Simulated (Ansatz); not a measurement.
VO2 (rutile, P4_2/mnm) is relaxed with DFT-PBE in the program Ansatz with PAW potentials. What lattice parameters of the conventional cell result?

a = 4.584 Å, c = 2.838 Å.

These are the values of the symmetrised cell.

Give the free coordinates with the occupied sites.

In one choice of origin and axes:

| atom | site | symmetry | x | y | z |
|---|---|---|---|---|---|
| V | 2a | m.mm | 0.0000 | 0.0000 | 0.0000 |
| O | 4f | m.2m | 0.3001 | 0.3001 | 0.0000 |

Is it a metal or does it have a gap at this level?

No gap at this level.

This is a known high-temperature phase of the composition, computed here at zero pressure and temperature. Symmetry was held in the PBE relaxation; whether a distortion lowers the energy is not shown. Magnetic state: ferromagnetic, chosen from 5 collinear starts compared on coarse meshes (ties went to the first, and starts can fall back to one state), not a proven ground state. No Hubbard U is applied. The compound may be a true metal, but semilocal functionals without U, or a wrong spin order, can also close a gap.

Potentials: the later of the program's two PAW sets.
